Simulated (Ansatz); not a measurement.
# MnPt under pressure

These are results of DFT LDA, scalar-relativistic, plane waves, PAW in Ansatz, not measurements. Settings: 420 eV plane-wave cutoff, Γ-centred 16×16×12 mesh, Gaussian smearing of 0.20 eV. Collinear spin, site moments 1.9, 0.1 μB. Phonons by linear response, acoustic sum rule imposed.

Relaxed structure:
```cif
data_structure
_symmetry_space_group_name_H-M 'P4/mmm'
_symmetry_Int_Tables_number 123
_cell_length_a 2.6381
_cell_length_b 2.6381
_cell_length_c 3.6835
_cell_angle_alpha 90.000
_cell_angle_beta 90.000
_cell_angle_gamma 90.000
_cell_volume 25.64
loop_
_atom_site_label
_atom_site_type_symbol
_atom_site_symmetry_multiplicity
_atom_site_Wyckoff_symbol
_atom_site_fract_x
_atom_site_fract_y
_atom_site_fract_z
_atom_site_occupancy
Mn1 Mn 1 a 0.00000 0.00000 0.00000 1
Pt1 Pt 1 d 0.50000 0.50000 0.50000 1
```

In a metal, frequencies and elastic constants depend on the k mesh and the smearing, soft modes and shear constants most. Spin–orbit coupling is left out, which matters for heavy elements.

The cell is relaxed again at 2 and 6 GPa. How do volume, gap and optical modes at Γ (cm⁻¹, counted from the lowest optical one; a degenerate one stands once) change?

Results:

```csv
,0 GPa,2 GPa,6 GPa
V/V0,1.000,0.992,0.977
gap (eV),0.00,0.00,0.00
mode 1,188,191,197
mode 3,249,252,258
```